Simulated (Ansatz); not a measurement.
Relaxed-ion elastic tensor of Ca (fcc (Cu type), space group No. 225) in GPa (Voigt order), DFT-LDA in the program Ansatz with PAW potentials; density 1.75 g/cm³, 37.98 Å³ per atom.

|  | 1 | 2 | 3 | 4 | 5 | 6 |
|---|---|---|---|---|---|---|
| 1 | 24.5 | 17.2 | 17.2 | 0.0 | 0.0 | 0.0 |
| 2 | 17.2 | 24.5 | 17.2 | 0.0 | 0.0 | 0.0 |
| 3 | 17.2 | 17.2 | 24.5 | 0.0 | 0.0 | 0.0 |
| 4 | 0.0 | 0.0 | 0.0 | 16.4 | 0.0 | 0.0 |
| 5 | 0.0 | 0.0 | 0.0 | 0.0 | 16.4 | 0.0 |
| 6 | 0.0 | 0.0 | 0.0 | 0.0 | 0.0 | 16.4 |

### Question
Is the crystal mechanically stable?

### Answer
Yes: the smallest eigenvalue of C is 7.3 GPa.

### Question
Work out the Voigt, Reuss and Hill averages.

### Answer
K_V = 19.6, K_R = 19.6, K_H = 19.6; G_V = 11.3, G_R = 6.9, G_H = 9.1 GPa.

### Question
Give Young's modulus, Poisson's ratio, Pugh's ratio and the universal anisotropy index.

### Answer
E = 9KG/(3K + G) = 23.6 GPa; ν = 0.30; K/G = 2.16 (ductile by the Pugh limit of 1.75); A_U = 5G_V/G_R + K_V/K_R − 6 = 3.22.

### Question
Estimate the sound speeds and the Debye temperature.

### Answer
v_l = √((K + 4G/3)/ρ) = 4260 m/s, v_t = √(G/ρ) = 2280 m/s, mean 2540 m/s; Θ = (h/k)(3n/4πV)^(1/3) v_m = 225 K.

### Question
Give the Zener ratio and Young's modulus along [100], [110] and [111].

### Answer
A = 2C44/(C11 − C12) = 4.46; 1/E = S11 − 2(S11 − S12 − S44/2)Γ with Γ = 0, 1/4, 1/3 gives 10.4, 22.9, 38.5 GPa.

### Question
Solve the Christoffel equation for the three sound speeds along [100], [110], [111].

### Answer
Eigenvalues of C_ijkl n_j n_l equal ρv². In km/s, slowest first: [100] 3.06, 3.06, 3.74; [110] 1.45, 3.06, 4.61; [111] 2.12, 2.12, 4.87.

Space group Fm-3m (fcc (Cu type)). Symmetry was held in the LDA relaxation. As this level gives no gap, shear constants depend on the k-mesh and smearing (Fermi–Dirac, 0.1 eV here).

Potentials: the earlier of the program's two PAW sets. The files were generated under PBE; for other functionals the program regenerates the frozen cores, and for LDA and PBEsol the local potential too.
